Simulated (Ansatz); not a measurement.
A relaxed cell of Nb₂Te₆Mo is given with its symmetry left out. The cell was found from a structure generator's guess, not taken from experiment.

Theory: Ansatz, DFT PBE, scalar-relativistic, plane waves, PAW. Cutoff 420 eV, Γ-centred mesh, Gaussian smearing, no spin polarisation.

```cif
data_structure
_symmetry_space_group_name_H-M 'P 1'
_symmetry_Int_Tables_number 1
_cell_length_a 8.6124
_cell_length_b 8.6124
_cell_length_c 8.6124
_cell_angle_alpha 42.677
_cell_angle_beta 42.677
_cell_angle_gamma 42.677
_cell_volume 265.89
loop_
_atom_site_label
_atom_site_type_symbol
_atom_site_fract_x
_atom_site_fract_y
_atom_site_fract_z
_atom_site_occupancy
Nb1 Nb 0.16673 0.16673 0.16673 1
Nb2 Nb 0.83327 0.83327 0.83327 1
Te1 Te 0.75019 0.42089 0.09216 1
Te2 Te 0.42089 0.09216 0.75019 1
Te3 Te 0.09216 0.75019 0.42089 1
Te4 Te 0.24981 0.57911 0.90784 1
Te5 Te 0.90784 0.24981 0.57911 1
Te6 Te 0.57911 0.90784 0.24981 1
Mo1 Mo 0.50000 0.50000 0.50000 1
```

Formation energies are uncorrected and refer to the elements' standard structures at the same level.

(1) What space group does it have?

(2) How far does it lie from the elements in energy?

(3) Is it a metal?

Results:

(1) R-3 (No. 148). Conventional cell: a = 6.268 Å, c = 23.446 Å. Nb has 6 Te at 2.80 Å; Te is surrounded by 1 Mo at 2.77 Å and 2 Nb at 2.80 Å; Mo is surrounded by 6 Te at 2.77 Å.

(2) −0.32 eV/atom.

(3) Yes, bands cross the Fermi level on the 6×6×6 mesh.

The last run used a 6×6×6 mesh for its 9-atom cell and Gaussian smearing of 0.10 eV. Weakly bound directions are ill-defined at this level, which has no dispersion term. These runs have no spin–orbit coupling, which can matter for Te. The reference form of Te is held partly by dispersion forces, which this level lacks. A structure relaxed within its symmetry needn't be a true minimum. Another cell of Nb2Te6Mo relaxed alike, in P-62m, lies 40 meV/atom lower, so this cell isn't the stable form at this level.
